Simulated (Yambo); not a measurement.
# How GW settings move the gap: Li3As

G0W0@LDA for Li₃As (space group P6_3/mmc, No. 194) in Yambo. Reference settings: 3×3×2 Γ-centred k mesh, bands 7 to 234 and a 8 Ry block in the screening, 234 bands in G with the Bruneval-Gonze terminator, plasmon pole fitted at 27.2 eV. The LDA gap Γ → K on this mesh is 0.59 eV; G0W0 gaps are taken between the same points.

```tsv
change from the reference	G0W0 gap Γ → K (eV)	shift of the valence edge (eV)	rough Yambo cost
reference settings	1.78	-0.92	1
129 bands in W, 129 bands in G	1.71	-0.80	within a factor of two
181 bands in W, 181 bands in G	1.75	-0.88	within a factor of two
wavefunctions cut at 10 Ry	1.50	-0.52	within a factor of two
exchange cut at 10 Ry	1.54	-0.64	–
55 bands in W, 55 bands in G, 3 Ry block	1.53	-0.36	about 1/7
55 bands in W, 55 bands in G, 6 Ry block	1.61	-0.42	about 1/6
87 bands in W, 87 bands in G, 3 Ry block	1.50	-0.53	about 1/5
181 bands in W, 181 bands in G, 3 Ry block	1.51	-0.64	about 1/2
3 Ry block	1.52	-0.66	within a factor of two
181 bands in W, 181 bands in G, 3 Ry block, no terminator	1.50	-0.62	about 1/2
3 Ry block, no terminator	1.51	-0.65	within a factor of two
129 bands in W, 129 bands in G, no terminator	1.60	-0.65	within a factor of two
181 bands in W, 181 bands in G, no terminator	1.68	-0.78	within a factor of two
no terminator	1.73	-0.85	within a factor of two
```

The reference isn't shown to be the converged limit. Costs are rough (shared machines), scaled to the same edge states, and given only for runs that recompute the screening.

Spin-orbit splittings are left out.

The standard potential for As keeps a d shell in the valence without the s and p states of that shell. In tests on such compounds this moved G0W0 gaps by up to about 0.9 eV, so absolute quasiparticle energies here are unreliable; differences between settings are what counts.

Geometry of the Materials Project entry, not relaxed at this level; primitive cell a = 4.341 Å, b = 4.341 Å, c = 7.746 Å, α = 90.00°, β = 90.00°, γ = 120.00°.

A shift is the quasiparticle energy of the state minus its LDA energy.
